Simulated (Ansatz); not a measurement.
NaCl:
```
NaCl
1.0
    3.48205     0.00000     0.00000
    0.00000     3.48205     0.00000
    0.00000     0.00000     3.48205
Na Cl
1 1
Direct
  0.00000   0.00000   0.00000
  0.50000   0.50000   0.50000
```

Relaxed with HSE06. Special points in fractions of this cell's reciprocal vectors: Γ (0.000, 0.000, 0.000); X (0.000, 0.500, 0.000); M (0.500, 0.500, 0.000); R (0.500, 0.500, 0.500).

Q: List the band energies nearest the valence-band maximum at these points for DFT-HSE06 in the program Ansatz with PAW potentials.

A: In eV from the valence-band maximum; about four levels below and three above (degenerate sets whole), none deeper than 8.9 eV; points with the same levels are listed once.

```
k              below                   above
-  -----------------  ----------------------
Γ  -0.55 -0.55 -0.55          5.36 9.87 9.87
X  -3.22 -0.29 -0.29        8.33 10.23 11.88
M   -2.50 -2.50 0.00  6.84 11.33 12.70 12.70
R  -2.05 -2.05 -2.05          8.42 8.42 8.42
```

Space group Pm-3m (CsCl type). This is a known high-pressure phase of the composition, computed here at zero pressure and temperature. The cell was relaxed with HSE06 under the symmetry of its start; its stability against distortions is not shown here. The hybrid was solved on a coarse mesh, the path and, where they were found, the r²SCAN edge points; its band edges are the extreme levels among these.

Potentials: the later of the program's two PAW sets.
